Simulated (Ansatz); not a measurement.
BN:
```cif
data_B4N4
_chemical_formula_sum 'B4 N4'
_space_group_name_H-M_alt 'Fmm2'
_space_group_IT_number 42
_space_group_name_Hall 'F 2 -2'
_cell_length_a 2.49923
_cell_length_b 6.66215
_cell_length_c 4.32265
_cell_angle_alpha 90.000
_cell_angle_beta 90.000
_cell_angle_gamma 90.000
loop_
_space_group_symop_operation_xyz
  'x, y, z'
  '-x, -y, z'
  '-x, y, z'
  'x, -y, z'
  'x, y+1/2, z+1/2'
  '-x, -y+1/2, z+1/2'
  '-x, y+1/2, z+1/2'
  'x, -y+1/2, z+1/2'
  'x+1/2, y, z+1/2'
  '-x+1/2, -y, z+1/2'
  '-x+1/2, y, z+1/2'
  'x+1/2, -y, z+1/2'
  'x+1/2, y+1/2, z'
  '-x+1/2, -y+1/2, z'
  '-x+1/2, y+1/2, z'
  'x+1/2, -y+1/2, z'
loop_
_atom_site_label
_atom_site_type_symbol
_atom_site_symmetry_multiplicity
_atom_site_Wyckoff_symbol
_atom_site_fract_x
_atom_site_fract_y
_atom_site_fract_z
_atom_site_occupancy
B1 B 4 a 0.00000 0.00000 0.00011 1
N1 N 4 a 0.00000 0.00000 0.66659 1
```
(The calculation used a cell of 2 atoms; values per cell refer to that cell.)

Relaxed with r²SCAN+D4. DFT-r²SCAN+D4 in the program Ansatz with PAW potentials gives a gap of 4.01 eV.

Q: What gap does HSE06 give on the same cell (Ansatz, PAW)?

A: 4.75 eV, 0.74 eV more. The hybrid was solved on a coarser mesh and at special points; the gap given is the minimum over both.

| k | v1 r²SCAN+D4 | c1 r²SCAN+D4 | v1 HSE06 | c1 HSE06 |
|---|---|---|---|---|
| Γ | -1.57 | 5.34 | -1.81 | 6.12 |
| T | -1.78 | 4.01 | -1.89 | 4.75 |
| Z | -0.50 | 6.59 | [?] | [?] |
| Y | -1.56 | 10.75 | [?] | [?] |
| Σ0 | -0.82 | 4.52 | [?] | [?] |
| A0 | -0.66 | 5.64 | -0.69 | 6.41 |
| L | -1.18 | 5.03 | [?] | [?] |

Q: Top valence (v1) and lowest conduction level (c1) in eV from each method's valence maximum (which need not be a listed point): supply the withheld HSE06 values.

A: 
- Y, v1 HSE06: -1.81
- Y, c1 HSE06: 11.69
- Z, v1 HSE06: -0.55
- Z, c1 HSE06: 7.40
- L, v1 HSE06: -1.26
- L, c1 HSE06: 5.78
- Σ0, v1 HSE06: -0.86
- Σ0, c1 HSE06: 5.27

Cost on shared cores: the r²SCAN+D4 run (SCF on a 13×13×13 mesh, then bands and DOS) about 40 core-seconds (a rough figure), the HSE06 run (SCF on 10×10×10, then a few points) very roughly 90 core-seconds; the tasks are unlike.

The first step of the workflow began from a Materials Project structure, measured or hypothetical; the Crystallography Open Database copy checked does not list it. It is not the phase usual at ambient conditions (space group No. 186, 194, 216). The cell was relaxed with r²SCAN+D4 under the symmetry of its start. At this level the phase is mechanically unstable.

Potentials: the earlier of the program's two PAW sets. The files were generated under PBE; for other functionals the program regenerates the frozen cores, and for LDA and PBEsol the local potential too.
